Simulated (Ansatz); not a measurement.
BaF₂:
```
CELL_PARAMETERS angstrom
      0.00000     3.09737     3.09737
      3.09737     0.00000     3.09737
      3.09737     3.09737     0.00000
ATOMIC_POSITIONS crystal
  Ba 0.00000 0.00000 0.00000
  F  0.25000 0.25000 0.25000
  F  0.75000 0.75000 0.75000
```

r²SCAN in the plane-wave PAW code Ansatz gives a gap of 7.41 eV without spin–orbit coupling, maximum on the K–Γ line, 37 % of the way from K, minimum at Γ.

Q: What happens when spin–orbit coupling is switched on?

A: The gap drops by 0.01 eV, to 7.40 eV; maximum on the K–Γ line, 37 % of the way from K, minimum at Γ.

Q: Give the electron effective mass with spin–orbit coupling.

A: 0.50 mₑ (isotropic).

Q: Give the hole effective mass with spin–orbit coupling.

A: 2.9, 4.3, 7.0 mₑ (principal values).

Space group Fm-3m (fluorite). Symmetry was held in the r²SCAN relaxation.

Potentials: the later of the program's two PAW sets.
